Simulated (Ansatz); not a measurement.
Each is relaxed and computed with r²SCAN (plane waves, PAW; program Ansatz). Which is the only one with a gap?
(A) EuZnSi, P6_3/mmc (Eu on 2a, Zn on 2c, Si on 2d)
(B) ZnO2, Pa-3 (Zn on 4a, O on 8c)
(C) Sb2Au, Pa-3 (Sb on 8c, Au on 4a)
(D) SrZn2Ge2, I4/mmm (Sr on 2a, Zn on 4d, Ge on 4e)

B, ZnO2, Pa-3 (Zn on 4a, O on 8c). ZnO2: gap 2.88 eV (indirect); Sb2Au: metal; EuZnSi: metal; SrZn2Ge2: metal. The 4f shell is in the valence, and the state reached may lie above the lowest one. Spin orders computed, not proven ground states: EuZnSi, P6_3/mmc (Eu on 2a, Zn on 2c, Si on 2d) ferromagnetic. Standing as an ambient phase not checked: ZnO2, Pa-3 (Zn on 4a, O on 8c); Sb2Au, Pa-3 (Sb on 8c, Au on 4a); EuZnSi, P6_3/mmc (Eu on 2a, Zn on 2c, Si on 2d); SrZn2Ge2, I4/mmm (Sr on 2a, Zn on 4d, Ge on 4e). All cells were relaxed under the symmetry of their starts (and spin orders); stability against distortions was not tested throughout. No Hubbard U is applied. Scalar-relativistic: spin–orbit coupling is off unless named, which matters more the heavier the elements.

Potentials: the later of the program's two PAW sets.
